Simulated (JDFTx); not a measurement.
An input for JDFTx (a modified build) (C4H9O (SMILES CCCC[O]), charge 0, multiplicity 2, linear PCM (GLSSA13), chloroform, no salt; bohr, hartree) and the course of its log:

```
lattice \
  24.5664396201 0.0000000000 0.0000000000 \
  0.0000000000 19.3696927774 0.0000000000 \
  0.0000000000 0.0000000000 18.4248297151
coords-type Cartesian
ion C -3.6724954867 -0.1032524442 0.0638587468 0
ion C -1.0296708877 1.0168789096 -0.1138019898 0
ion C 1.0140577139 -1.0185883635 0.1135453066 0
ion C 3.6427639470 0.1942280017 0.0157877880 0
ion O 4.3051776573 1.6326840419 1.9166966680 0
ion H -3.9834991554 -1.4709394384 -1.4401187232 0
ion H -3.9365322156 -1.0520210665 1.8675180759 0
ion H -5.0874354547 1.3772607195 -0.1060159328 0
ion H -0.7357051928 2.3912679446 1.3959829639 0
ion H -0.8177917406 2.0024666970 -1.9166966680 0
ion H 0.7928143370 -1.9955069479 1.9161399522 0
ion H 0.8233930631 -2.3912679446 -1.4149027445 0
ion H 5.0874354547 -1.3416237711 -0.1932445947 0
ion H 3.9163172701 1.2138576697 -1.8222584033 0
ion-species pseudo/c_pbe_v1.2.upf
ion-species pseudo/o_pbe_v1.2.upf
ion-species pseudo/h_pbe_v1.4.upf
elec-cutoff 20 100
elec-ex-corr gga-PBE
symmetries none
elec-n-bands 16
spintype z-spin
elec-initial-magnetization 1 yes
electronic-scf nIterations 100 energyDiffThreshold 1e-8
fluid LinearPCM
pcm-variant GLSSA13
fluid-solvent CHCl3
fluid-minimize nIterations 400 knormThreshold 1e-11
wavefunction read s3.wfns
dump-name s4.$VAR
dump End State Ecomponents EigStats BandEigs Forces ElecDensity IonicPositions FluidDebug
```

```
[one cycle in 5 is shown, and the last three; fluid-solver lines are left out]
SCF: Cycle:  0   Etot: -38.005256350934978   dEtot: +6.178e+00   |Residual|: 8.567e-01   |deigs|: 5.042e-02
SCF: Cycle:  5   Etot: -44.170936659291897   dEtot: -9.201e-03   |Residual|: 1.152e-01   |deigs|: 9.922e-03
SCF: Cycle: 10   Etot: -44.182756378401734   dEtot: -1.461e-04   |Residual|: 3.954e-02   |deigs|: 5.871e-04
SCF: Cycle: 15   Etot: -44.183298067720202   dEtot: -5.049e-04   |Residual|: 1.973e-03   |deigs|: 2.598e-04
SCF: Cycle: 20   Etot: -41.275340042965141   dEtot: +2.480e+00   |Residual|: 6.792e-01   |deigs|: 6.169e-02
SCF: Cycle: 25   Etot: -43.201205148290590   dEtot: -1.721e+00   |Residual|: 4.476e-01   |deigs|: 3.263e-02
SCF: Cycle: 30   Etot: -44.180685572479305   dEtot: -1.627e-02   |Residual|: 8.053e-02   |deigs|: 8.304e-03
SCF: Cycle: 35   Etot: -41.625560938302655   dEtot: -1.006e-01   |Residual|: 6.238e-01   |deigs|: 1.713e-02
SCF: Cycle: 40   Etot: -43.835478388260654   dEtot: +8.606e-03   |Residual|: 2.841e-01   |deigs|: 8.503e-03
SCF: Cycle: 45   Etot: -44.179750928809732   dEtot: -1.497e-02   |Residual|: 4.230e-02   |deigs|: 2.647e-03
SCF: Cycle: 50   Etot: -44.183973401897994   dEtot: -2.126e-04   |Residual|: 2.886e-02   |deigs|: 9.256e-04
SCF: Cycle: 55   Etot: -43.845802376030925   dEtot: -8.712e-02   |Residual|: 2.889e-01   |deigs|: 3.350e-03
SCF: Cycle: 60   Etot: -43.279105811027961   dEtot: +1.534e-01   |Residual|: 4.006e-01   |deigs|: 1.998e-02
SCF: Cycle: 65   Etot: -44.175341955947161   dEtot: -1.678e-02   |Residual|: 1.106e-01   |deigs|: 1.307e-02
SCF: Cycle: 70   Etot: -44.182401510322954   dEtot: +1.643e-03   |Residual|: 1.256e-02   |deigs|: 2.885e-03
SCF: Cycle: 75   Etot: -42.086103401319718   dEtot: -4.969e+00   |Residual|: 5.709e-01   |deigs|: 1.326e-01
SCF: Cycle: 80   Etot: -42.767540241540793   dEtot: -4.070e-01   |Residual|: 4.770e-01   |deigs|: 1.620e-02
SCF: Cycle: 85   Etot: -44.178434019762214   dEtot: -4.028e-03   |Residual|: 6.864e-02   |deigs|: 5.209e-03
SCF: Cycle: 90   Etot: -44.182864823794766   dEtot: +4.533e-04   |Residual|: 1.831e-02   |deigs|: 2.323e-03
SCF: Cycle: 95   Etot: -42.210772939479682   dEtot: -5.414e-01   |Residual|: 5.468e-01   |deigs|: 1.901e-02
SCF: Cycle: 97   Etot: -42.948707698322970   dEtot: -4.065e-01   |Residual|: 4.283e-01   |deigs|: 9.015e-03
SCF: Cycle: 98   Etot: -43.361097912652617   dEtot: -4.124e-01   |Residual|: 3.279e-01   |deigs|: 1.517e-02
SCF: Cycle: 99   Etot: -41.010783489105336   dEtot: +2.350e+00   |Residual|: 7.102e-01   |deigs|: 4.732e-02
SCF: None of the convergence criteria satisfied after 100 iterations.
IonicMinimize: Iter:   0  Etot: -41.010783489105336  |grad|_K:  0.000e+00
IonicMinimize: Converged (|grad|_K<1.000000e-04).
```

This run gave no converged result. The electronic loop ended without meeting its threshold, so the last energy, chemical potential and forces aren't results.
